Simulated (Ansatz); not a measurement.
# Levels of theory for FeBrI (Janus 1T monolayer)

All numbers come from the PAW code Ansatz. Values at 0 K without nuclear motion; no magnetic order is allowed, and the phase may be a hypothetical one.

FeBrI (Janus 1T monolayer), relaxed with r2SCAN. The sheet's in-plane cell has a = 3.734 Å, b = 3.734 Å (γ = 120.0°), and its outermost atoms lie 2.76 Å apart along the normal. Around Fe lie 3 Br at 2.54 Å and 3 I at 2.59 Å; around Br lie 3 Fe at 2.54 Å; around I lie 3 Fe at 2.59 Å.

Relaxed lattice by functional, symmetry kept:

| functional | k mesh | a (Å) | thickness (Å) |
| --- | --- | --- | --- |
| PBE | 12×12×1 | 3.747 | 2.69 |
| r2SCAN | 12×12×1 | 3.734 | 2.76 |
| PBEsol | 12×12×1 | 3.675 | 2.63 |
| LDA | 12×12×1 | 3.635 | 2.60 |

Band edges at fixed r2SCAN geometry:
```csv
level,k mesh,gap (eV),kind,edges,least direct gap (eV),rough cost
LDA,12×12×1,0.47,indirect,Γ–M (0.50) → K,0.51,50 core-seconds
PBE,12×12×1,0.68,indirect,Γ–M (0.50) → K–Γ (0.25),0.74,60 core-seconds
PBE+SOC,12×12×1,0.65,indirect,"(0.083, 1/6, 0) → K–Γ (0.23)",0.67,5 core-minutes
r2SCAN,12×12×1,1.49,indirect,"(-0.010, 1/4, 0) → K–Γ (0.25)",1.56,110 core-seconds
HSE06,6×6×1,3.68,indirect,Γ–M (0.33) → K–Γ (0.23),3.77,20 core-minutes
PBE0,6×6×1,4.46,indirect,Γ–M (0.33) → K–Γ (0.23),4.54,22 core-minutes
```
PBE, PBE+SOC: smearing of 0.02 eV; the others have fixed occupations.
Wave cutoffs: 420 eV, 500 eV (r2SCAN).
Points off the special ones are mesh points or PBE's searched band edges, reused at the other levels.
Costs come from shared machines and give only the order; PBE's includes the band path. The runs had 4 threads of Arm Neoverse N1 (shared host).

HSE06 gives an indirect gap of 3.68 eV, from Γ–M (0.33 of the way from Γ) to K–Γ (0.23 of the way from K); the least direct gap is 3.77 eV at Γ–M (0.33 of the way from Γ). Spin-orbit coupling changes the PBE gap by -0.04 eV, to 0.65 eV.

r2SCAN covers 27 % of the step from PBE to HSE06, while HSE06 needs about 11 times r2SCAN's cost (on a coarser mesh). For gaps to 0.1 eV, spin-orbit coupling (up to 0.07 eV here) is at the margin. Direct and least gap lie within 0.04 eV at some levels, so the kind of gap isn't settled.

Only the levels marked +SOC include spin-orbit coupling.

Coordinates of k points refer to the reciprocal vectors of the primitive cell of the runs.

The meshes of the hybrids are coarse, so their gaps aren't converged to the digits shown.
